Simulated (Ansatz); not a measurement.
**Lattice dynamics at Γ of NaFeN (P6_3mc)**

Perturbation theory with PBEsol in the PAW code Ansatz on the PBEsol cell, ground state and force constants on a 9×9×2 mesh. The values are computed, spin-unpolarised, and not measurements.

It is hexagonal, P6_3mc (No. 186); conventional cell a = 2.965 Å, c = 9.762 Å, 12.38 Å³ an atom. Na has 4 N at 2.57–2.96 Å; Fe has 3 N at 1.77 Å; N has 3 Fe at 1.77 Å and 4 Na at 2.57–2.96 Å.

```xyz
6
Lattice="2.9647 0.0000 0.0000 -1.4823 2.5675 0.0000 0.0000 0.0000 9.7618" Properties=species:S:1:pos:R:3 pbc="T T T"
Na    1.4823    0.8558    7.4349
Na    0.0000    1.7117    2.5540
Fe    0.0000    0.0000    5.0583
Fe    0.0000    0.0000    0.1775
N     0.0000    1.7117    5.5137
N     1.4823    0.8558    0.6328
```

Optical modes without the longitudinal term:
```tsv
ω (cm⁻¹)	degeneracy	IR intensity, summed over the level ((D/Å)²/amu)
57	2	0.00
121	2	0.00
134	2	4.98
137	1	0.00
242	1	5.76
255	1	0.00
593	1	1.33
598	1	0.00
695	2	229.51
696	2	0.00
```

The zone-centre optical frequencies run from 57 to 696 cm⁻¹, none imaginary (the rest of the zone wasn't tested). With the long-range field the highest mode reaches 767 cm⁻¹. By the program's warning the force constants, and with them frequencies and ε⁰, aren't converged on this mesh. Of the real levels 4 are infrared active, the strongest at 695 cm⁻¹.

The clamped-ion dielectric constant comes out as 31.40 along x and y, 6.29 along z. With the ions relaxed, ε⁰ is 42.2 along x and y, 9.2 along z. Born charges, averaged over directions: Na +1.08, Fe -4.59, N +3.51 e.

For comparison, on the r2SCAN cell the mean ε∞ is 20.72 with r2SCAN (ground state on 9×9×2; least gap 0.53 eV in its run on 12×12×4 and the special points), 23.32 with PBE (ground state on 9×9×2; least gap 0.34 eV in its run on 12×12×4 and the special points).
